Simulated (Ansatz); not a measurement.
**CaCu$_{2}$Si$_{2}$ under pressure**

These are results of DFT r2SCAN, scalar-relativistic, plane waves, PAW in Ansatz 0.2.0, not measurements. Settings: 500 eV cutoff, 12×12×12 k-mesh, Gaussian smearing of 0.10 eV, no spin polarisation.

Reference structure (relaxed):

```
Ca Si Cu
1.0
    -2.01659    2.01659    4.93069
     2.01659   -2.01659    4.93069
     2.01659    2.01659   -4.93069
Ca Si Cu
1 2 2
Direct
  0.00000 0.00000 0.00000
  0.37981 0.37981 0.00000
  0.62019 0.62019 0.00000
  0.75000 0.25000 0.50000
  0.25000 0.75000 0.50000
```

Cell and atoms are relaxed at each pressure within the symmetry of the start, at zero temperature, so transitions that lower the symmetry aren't seen. The k-mesh given is that at zero pressure and may differ at others. a, b and c are the lengths of the cell vectors above.

```csv
P (GPa),V (Å³/atom),V/V0,a (Å),b (Å),c (Å)
-1,16.21,1.011,5.714,5.714,5.714
0,16.04,1.000,5.696,5.696,5.696
1,15.89,0.991,5.680,5.680,5.680
4,15.47,0.964,5.636,5.636,5.636
12,14.57,0.908,5.540,5.540,5.540
25,13.52,0.843,5.436,5.436,5.436
50,12.19,0.760,5.290,5.290,5.290
```

Problem. What bulk modulus and pressure derivative fit these points?

Solution. A third-order Birch–Murnaghan fit gives B0 = 101 GPa and B0' = 4.2.